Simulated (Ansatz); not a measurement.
# Computed properties of ScGeO₃

ScGeO₃:
Space group P4mm (No. 99); a = b = 3.614 Å, c = 4.987 Å, α = β = γ = 90.00°

```tsv
atom	site	symmetry	x	y	z
Sc	1b	4mm	0.5000	0.5000	0.6156
Ge	1a	4mm	0.0000	0.0000	0.2276
O	2c	2mm.	0.0000	0.5000	0.4239
O	1b	4mm	0.5000	0.5000	0.9993
```

Space group P4mm (No. 99); conventional cell a = b = 3.614 Å, c = 4.987 Å, α = β = γ = 90.00°.

Method: r²SCAN in the plane-wave PAW code Ansatz. Structure relaxed to zero pressure with the same functional. Other levels are named where they apply.

### Cell and energy

- Volume per atom: 13.03 Å³
- Density: 4.22 g/cm³
- Formation energy from the elements (no fitted shifts): -2.00 eV/atom

### Electronic structure

Electronic character: metallic (no gap)
Density of states at the Fermi level: 0.32 states/eV per atom (mean over ±0.08 eV)

### Mechanics

- Bulk modulus (Birch–Murnaghan fit): 89.2 GPa
- Pressure derivative B′: 5.2

### Charges

* **Bader charges**: Sc +2.02, Ge +1.70, O -1.29 to -1.14 e

The start of the workflow was typed in or built on a structure type; neither database checked (COD, Materials Project) lists it. Whether it is the stable phase at ambient conditions was not checked. The r²SCAN relaxation kept the symmetry of its start; its stability against distortions is not shown here. No spin polarisation was allowed. With an odd number of electrons in the cell and no spin polarisation, the count alone makes it a metal. The references are the lowest solids computed at this level, not always the standard phases (solids in place of the gases). Scalar-relativistic: spin–orbit coupling is off unless named, which matters more the heavier the elements.

Potentials: the earlier of the program's two PAW sets. The files were generated under PBE; for other functionals the program regenerates the frozen cores, and for LDA and PBEsol the local potential too.
